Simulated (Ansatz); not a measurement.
Calculated ¹⁰¹Ru nuclear quadrupole resonance for AlRu under strain

Cell: a structure deposited in the COD, relaxed with PBE at fixed cell and then changed (z stretched by 3 %, ions relaxed).

```
Al Ru
1.0
     2.99160    0.00000    0.00000
     0.00000    2.99160    0.00000
     0.00000    0.00000    3.08135
Al Ru
1 1
Direct
  0.00000 0.00000 0.00000
  0.50000 0.50000 0.50000
```

Sites (sets of like atoms) are named by element and the number of their first atom in this list.

Method: Kohn–Sham DFT in Ansatz, PBE, plane waves and PAW, scalar-relativistic, 420 eV cutoff, Γ-centred 16×16×16 k-points, Fermi–Dirac smearing 0.05 eV.

¹⁰¹Ru: I = 5/2, Q = 457.0 mb (year-2017 value). Static lattice, zero field.

**Question.** At which frequencies do the ¹⁰¹Ru NQR lines lie?

**Answer.** For I = 5/2 and η = 0 the lines are 3|C_Q|/20 and twice that; η pulls their ratio below 2.

```
site  atoms  V_zz (10²¹ V/m²)  C_Q (MHz)     η  line frequencies (MHz)
  Ru      2              1.27       14.0  0.00              2.10, 4.20
```

**Question.** And for 99Ru (I = 5/2, Q = 79.00 mb) on Ru?

**Answer.** C_Q scales with Q to 2.42 MHz, with lines at 0.363, 0.726 MHz.

An axis of threefold or higher order runs through Ru, so V_zz lies along it and η is zero.

With no gap above 0.1 eV, as in a metal, the gradients converge slowly in k; expect changes of a tenth or more on a denser mesh. Without spin–orbit coupling (the program notes it for Ru) the gradients can shift somewhat, as the gap is small. With these PAW files V_zz is typically within 2 to 3 % of all-electron values, but misses above 10 % occur on Ru.

The relaxation (1 step) took 8.8 s of wall time (8.8 s of CPU time) and 0.51 GiB at its peak, on 1 thread of Intel Xeon 6975P-C (Granite Rapids) (x86_64; 16 cores open to the job, memory cap 3.0 GiB, no GPU), a shared host with a load of 0.5 a core.
